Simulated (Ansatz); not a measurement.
Density of states of GaPt3

Space group Pm-3m (No. 221). a = 3.910 Å, b = 3.910 Å, c = 3.910 Å, α = 90.00°, β = 90.00°, γ = 90.00°
| atom | site | symmetry | x | y | z |
| --- | --- | --- | --- | --- | --- |
| Ga | 1a | m-3m | 0.0000 | 0.0000 | 0.0000 |
| Pt | 3c | 4/mm.m | 0.0000 | 0.5000 | 0.5000 |

The runs use the primitive cell with vectors (3.910, 0.000, 0.000), (0.000, 3.910, 0.000), (0.000, 0.000, 3.910) Å, to which the k mesh refers.

Structure from Materials Project entry mp-11407 (possibly hypothetical), not relaxed further.

Spin polarisation is left out, and whether a magnetic state lies lower isn't shown here.

Spin–orbit coupling is left out, though it moves levels of the heavy atoms by tenths of an eV or more.

Method: DFT, LDA, all-electron LAPW, scalar-relativistic in Ansatz 0.2.0.

The runs use a Γ-centred 9×9×9 k mesh, Fermi–Dirac smearing of 0.03 eV, basis error target 1 meV/atom, no spin polarisation.

States per eV and cell, averaged over 0.6 eV, from -9.4 to 6.0 eV, with energies (bin centres) from the Fermi level; empty bins are left out. The partial columns, the largest 5 alone, are projections on Löwdin-orthogonalised atomic shells (those that the program's projection atoms carry: the occupied ones and, for some elements, an empty d or f shell; other empty shells have no column), summed over atoms of an element. Weights on diffuse s and p shells depend on that basis and aren't pure angular character.

```
E (eV)  total  Pt 5d  Ga 4p  Pt 6s  Ga 4s  Pt 5p
  -9.2   0.52   0.03   0.07   0.23   0.17   0.00
  -8.6   0.96   0.14   0.10   0.32   0.37   0.01
  -8.0   1.20   0.41   0.07   0.16   0.54   0.01
  -7.4   0.43   0.12   0.09   0.13   0.07   0.00
  -6.8   2.68   1.46   0.38   0.58   0.22   0.01
  -6.2   1.47   0.86   0.24   0.32   0.02   0.01
  -5.6   4.46   3.65   0.37   0.37   0.02   0.01
  -5.0   6.05   5.37   0.36   0.24   0.03   0.01
  -4.4   4.36   3.72   0.42   0.15   0.02   0.01
  -3.8   6.06   5.39   0.44   0.12   0.02   0.02
  -3.2   3.60   3.11   0.30   0.10   0.02   0.01
  -2.6   3.48   3.15   0.15   0.10   0.02   0.01
  -2.0   6.50   6.12   0.12   0.16   0.02   0.01
  -1.4   6.45   5.91   0.13   0.28   0.03   0.01
  -0.8   3.94   3.15   0.13   0.19   0.29   0.00
  -0.2   2.77   2.25   0.12   0.08   0.20   0.00
   0.4   1.25   1.22   0.02   0.00   0.00   0.00
   1.0   0.40   0.24   0.12   0.01   0.00   0.00
   1.6   2.04   1.07   0.62   0.21   0.08   0.01
   2.2   1.94   0.70   0.58   0.33   0.24   0.00
   2.8   1.34   0.33   0.39   0.30   0.23   0.00
   3.4   1.17   0.23   0.36   0.29   0.15   0.00
   4.0   0.99   0.14   0.36   0.20   0.09   0.00
   4.6   1.52   0.17   0.42   0.45   0.16   0.00
   5.2   1.17   0.14   0.27   0.45   0.05   0.00
   5.8   1.14   0.11   0.24   0.47   0.02   0.00
```

Q: Which of the resolved shells contributes most within 0.3 eV of the Fermi level?

A: Pt 5d, with 89 % of all states there; Ga 4s follows with 4 %.

Q: Where is the centre of the filled Pt 5d states between -14 eV and the top of the filled states?

A: -3.27 eV from the Fermi level.
